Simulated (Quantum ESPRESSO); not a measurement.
## Band energies of AlN at +1 % biaxial strain

```xyz
4
Lattice="3.1443 0.0000 0.0000 -1.5721 2.7230 0.0000 0.0000 0.0000 4.9525" Properties=species:S:1:pos:R:3 pbc="T T T"
N      1.5721     0.9077     4.3705
N      0.0000     1.8153     1.8942
Al     1.5721     0.9077     2.4640
Al     0.0000     1.8153     4.9402
```

norm-conserving PBEsol (Quantum ESPRESSO, 84 Ry, scalar-relativistic); path ΓMKΓALHA,LM,KH; energies in eV from the valence-band maximum.

```
k (1/Å)  point  band 4  band 5  band 6  band 7  band 8  band 9  band 10  band 11
-------  -----  ------  ------  ------  ------  ------  ------  -------  -------
0.00         Γ   -1.05   -1.05   -0.35   -0.35    0.00    3.90     6.19    10.38
0.63             -3.90   -2.81   -1.84   -0.59   -0.57    5.97     7.07     7.70
1.15         M   -4.22   -3.43   -2.28   -1.86   -0.80    5.46     5.68     7.84
1.26             -4.20   -3.41   -2.40   -1.87   -0.91    5.64     5.65     7.92
1.82         K   -3.89   -3.89   -2.50   -2.48   -2.48    4.89     8.02     9.34
1.92             -4.02   -3.71   -2.78   -2.42   -2.19    4.96     7.94     9.18
2.54             -3.33   -3.26   -1.70   -0.90   -0.54    6.32     7.58     8.24
3.15         Γ   -1.05   -1.05   -0.35   -0.35    0.00    3.90     6.19    10.38
3.26             -1.04   -1.04   -0.36   -0.36   -0.17    4.04     6.21    10.33
3.79         A   -3.35   -0.71   -0.71   -0.71   -0.71    6.10     6.10    10.05
3.89             -3.36   -0.79   -0.79   -0.73   -0.73    6.18     6.18     9.83
4.52             -4.75   -1.61   -1.61   -1.38   -1.38    5.76     5.76     9.24
4.94         L   -5.72   -1.62   -1.62   -1.40   -1.40    5.09     5.09     8.97
5.16             -5.59   -2.36   -2.36   -1.08   -1.08    5.52     5.52     9.07
5.61         H   -4.98   -3.97   -3.97   -0.82   -0.82    7.22     7.22     7.59
5.89             -5.11   -3.28   -3.28   -0.95   -0.95    6.51     6.51     8.56
6.46             -3.78   -1.56   -1.56   -1.15   -1.15    6.67     6.67     8.85
6.94         A   -3.35   -0.71   -0.71   -0.71   -0.71    6.10     6.10    10.05
6.94         L   -5.72   -1.62   -1.62   -1.40   -1.40    5.09     5.09     8.97
7.57         M   -4.22   -3.43   -2.28   -1.86   -0.80    5.46     5.68     7.84
7.57         K   -3.89   -3.89   -2.50   -2.48   -2.48    4.89     8.02     9.34
8.21         H   -4.98   -3.97   -3.97   -0.82   -0.82    7.22     7.22     7.59
```

The PBEsol gap is direct, 3.90 eV at Γ.

Geometry strained from the cell relaxed with PBEsol, atoms relaxed again.
